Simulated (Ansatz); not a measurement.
Method: DFT PBE, scalar-relativistic, plane waves, PAW (Ansatz). Settings: cutoff 420 eV, Γ-centred meshes spaced at most about 0.3 Å⁻¹, and about 0.25 Å⁻¹ or finer for metals (2π included), Gaussian smearing. No spin polarisation in the final relaxations.

All energies are static (0 K, no zero-point motion).

Compare these two cells of CsCu, each relaxed at this level.

A.

Space group P-3m1 (No. 164). a = 4.334 Å, b = 4.334 Å, c = 10.837 Å, α = 90.00°, β = 90.00°, γ = 120.00°
```tsv
atom	site	symmetry	x	y	z
Cs	2d	3m.	0.3333	0.6667	0.2753
Cu	2d	3m.	0.3333	0.6667	0.9846
```

B.

Space group P-6m2 (No. 187). a = 5.053 Å, b = 5.053 Å, c = 4.572 Å, α = 90.00°, β = 90.00°, γ = 120.00°
| atom | site | symmetry | x | y | z |
| --- | --- | --- | --- | --- | --- |
| Cs | 1b | -6m2 | 0.0000 | 0.0000 | 0.5000 |
| Cu | 1e | -6m2 | 0.6667 | 0.3333 | 0.0000 |

Question: Which would you expect to be lower, and how large is the difference?

Answer: A is lower, by 42 meV/atom. A has space group P-3m1 (No. 164), 44.1 Å³/atom and no gap on its mesh; B has the tungsten carbide type, space group P-6m2 (No. 187), 50.6 Å³/atom and a gap of 1.20 eV. Counting all near atoms (those within 1.25 times the shortest distance at each site; a plus sign parts nearer from farther groups), A has Cs 1+3, Cu 3+1 and B has Cs 6+2, Cu 6+2. The denser one is the lower, and pressure would at first widen the difference. Even the lower one lies +0.46 eV/atom against the reference forms of the elements (uncorrected), so neither is stable at this level. In A, Cs is surrounded by 1 Cu at 3.15 Å, 3 Cu at 3.77 Å and 6 Cs at 4.33 Å; around Cu lie 3 Cu at 2.52 Å, 1 Cs at 3.15 Å and 3 Cs at 3.77 Å. In B, Cs is surrounded by 6 Cu at 3.71 Å, 2 Cs at 4.57 Å and 6 Cs at 5.05 Å; around Cu lie 6 Cs at 3.71 Å. Both come from invented guesses.

Kohn–Sham gaps at this level usually fall short of measured ones. Cells relaxed within their symmetry can be saddle points.
